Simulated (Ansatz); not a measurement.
Simulated powder pattern, Cu Kα, λ = 1.54184 Å (kinematic, ideal powder, no thermal factors, no anomalous dispersion; the 30 strongest lines at most, above 1 %, up to 2θ = 90°):

```
2θ (°)  d (Å)  I/Imax (%)
------  -----  ----------
24.80   3.590         100
41.06   2.198          77
48.56   1.875          46
59.46   1.555          12
65.42   1.427          18
74.80   1.269          24
80.21   1.197          13
89.07   1.099         8.0
```

The pattern belongs to a structure relaxed with the program Ansatz at the PBE level (PAW).

Question: Pick the material that matches.
(A) Ag, diamond
(B) NbAg, Pmma (Ag on 2e, Nb on 2f)
(C) AgW, CsCl type
(D) AgW, rock salt

Answer: A, Ag, diamond

Question: Give the lattice parameters.

Answer: a = 6.218 Å.

Space group Fd-3m (diamond). The start of the workflow was typed in or built on a structure type; neither database checked (COD, Materials Project) lists it. It is not the phase usual at ambient conditions (space group No. 225). The PBE relaxation kept the symmetry of its start; its stability against distortions is not shown here. The run is not spin-polarised.

Potentials: the earlier of the program's two PAW sets.
